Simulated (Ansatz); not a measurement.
# MnF2

Method: r²SCAN, scalar-relativistic; collinear spin; PAW, 500 eV, 6×6×8 k-mesh, Gaussian smearing of 0.05 eV; code Ansatz; PAW files: Ansatz's generated set soft_2.

```
Mn F
1.0
     4.86957    0.00000    0.00000
     0.00000    4.86957    0.00000
     0.00000    0.00000    3.29179
Mn F
2 4
Direct
  0.00000 0.00000 0.00000
  0.50000 0.50000 0.50000
  0.30404 0.30404 0.00000
  0.19596 0.80404 0.50000
  0.69596 0.69596 0.00000
  0.80404 0.19596 0.50000
```

The chain of runs began from a cell as deposited in COD, expanded in volume.

Magnetic state: antiferromagnetic, site spin moments Mn 4.22, -4.22 μB.

**Question.** Which orbitals make up the states within about 0.6 eV of each band edge?

**Answer.** Valence edge: Mn 3d 79 %, F 2p 20 %. Conduction edge: Mn 4s 76 %, F 2s 16 %. Shares are among the projected shells; the gap is 2.99 eV.

Density of states (tetrahedra, averaged over 0.3 eV; states/eV per cell of 6 atoms; energy in eV from the Fermi level; projections on Löwdin-orthogonalised atomic orbitals, summed over sites):

| E | total | F 2p | Mn 3d up | Mn 3d down | Mn 4s | F 2s |
| --- | --- | --- | --- | --- | --- | --- |
| -7.60 | 7.8 | 6.5 | 0.5 | 0.5 | 0.1 | 0.0 |
| -7.30 | 9.0 | 7.7 | 0.6 | 0.6 | 0.1 | 0.0 |
| -7.00 | 11.1 | 10.1 | 0.4 | 0.4 | 0.1 | 0.0 |
| -6.70 | 10.1 | 9.5 | 0.3 | 0.3 | 0.0 | 0.0 |
| -6.40 | 5.3 | 4.9 | 0.2 | 0.2 | 0.0 | 0.0 |
| -6.10 | 8.8 | 8.4 | 0.2 | 0.2 | 0.0 | 0.0 |
| -5.80 | 9.9 | 9.7 | 0.1 | 0.1 | 0.0 | 0.0 |
| -5.50 | 1.4 | 1.4 | 0.0 | 0.0 | 0.0 | 0.0 |
| -5.20 | 0.0 | 0.0 | 0.0 | 0.0 | 0.0 | 0.0 |
| -4.90 | 0.0 | 0.0 | 0.0 | 0.0 | 0.0 | 0.0 |
| -4.60 | 0.0 | 0.0 | 0.0 | 0.0 | 0.0 | 0.0 |
| -4.30 | 0.0 | 0.0 | 0.0 | 0.0 | 0.0 | 0.0 |
| -4.00 | 0.0 | 0.0 | 0.0 | 0.0 | 0.0 | 0.0 |
| -3.70 | 0.0 | 0.0 | 0.0 | 0.0 | 0.0 | 0.0 |
| -3.40 | 0.0 | 0.0 | 0.0 | 0.0 | 0.0 | 0.0 |
| -3.10 | 8.7 | 0.5 | 4.1 | 4.1 | 0.0 | 0.0 |
| -2.80 | 11.3 | 1.1 | 5.1 | 5.1 | 0.0 | 0.0 |
| -2.50 | 0.0 | 0.0 | 0.0 | 0.0 | 0.0 | 0.0 |
| -2.20 | 1.2 | 0.2 | 0.5 | 0.5 | 0.0 | 0.0 |
| -1.90 | 4.5 | 0.7 | 1.8 | 1.8 | 0.0 | 0.1 |
| -1.60 | 7.6 | 1.6 | 2.9 | 2.9 | 0.0 | 0.1 |
| -1.30 | 0.0 | 0.0 | 0.0 | 0.0 | 0.0 | 0.0 |
| -1.00 | 0.0 | 0.0 | 0.0 | 0.0 | 0.0 | 0.0 |
| -0.70 | 0.0 | 0.0 | 0.0 | 0.0 | 0.0 | 0.0 |
| -0.40 | 0.0 | 0.0 | 0.0 | 0.0 | 0.0 | 0.0 |
| -0.10 | 0.0 | 0.0 | 0.0 | 0.0 | 0.0 | 0.0 |
| 0.20 | 0.0 | 0.0 | 0.0 | 0.0 | 0.0 | 0.0 |
| 0.50 | 0.0 | 0.0 | 0.0 | 0.0 | 0.0 | 0.0 |
| 0.80 | 0.0 | 0.0 | 0.0 | 0.0 | 0.0 | 0.0 |
| 1.10 | 0.0 | 0.0 | 0.0 | 0.0 | 0.0 | 0.0 |
| 1.40 | 0.0 | 0.0 | 0.0 | 0.0 | 0.0 | 0.0 |
| 1.70 | 0.1 | 0.0 | 0.0 | 0.0 | 0.1 | 0.0 |
| 2.00 | 0.2 | 0.0 | 0.0 | 0.0 | 0.1 | 0.0 |
| 2.30 | 0.8 | 0.0 | 0.3 | 0.3 | 0.2 | 0.0 |
| 2.60 | 5.2 | 0.1 | 2.3 | 2.3 | 0.3 | 0.0 |
| 2.90 | 14.8 | 0.4 | 6.9 | 6.9 | 0.4 | 0.1 |
| 3.20 | 1.6 | 0.1 | 0.4 | 0.4 | 0.6 | 0.1 |
| 3.50 | 3.0 | 0.1 | 1.1 | 1.1 | 0.5 | 0.1 |
| 3.80 | 4.2 | 0.3 | 1.8 | 1.8 | 0.2 | 0.1 |
| 4.10 | 5.5 | 0.5 | 2.3 | 2.3 | 0.2 | 0.1 |
| 4.40 | 0.9 | 0.1 | 0.2 | 0.2 | 0.3 | 0.0 |
| 4.70 | 0.8 | 0.1 | 0.1 | 0.1 | 0.4 | 0.0 |
| 5.00 | 0.9 | 0.1 | 0.1 | 0.1 | 0.5 | 0.0 |
| 5.30 | 1.0 | 0.1 | 0.0 | 0.0 | 0.6 | 0.0 |
| 5.60 | 1.1 | 0.1 | 0.0 | 0.0 | 0.6 | 0.0 |
| 5.90 | 1.1 | 0.1 | 0.0 | 0.0 | 0.6 | 0.0 |

Kohn–Sham gaps of semilocal functionals lie under measured ones, often by a third or more. The run wasn't fully tested for a lower electronic state. Site moments are of spin, integrated over atomic spheres.
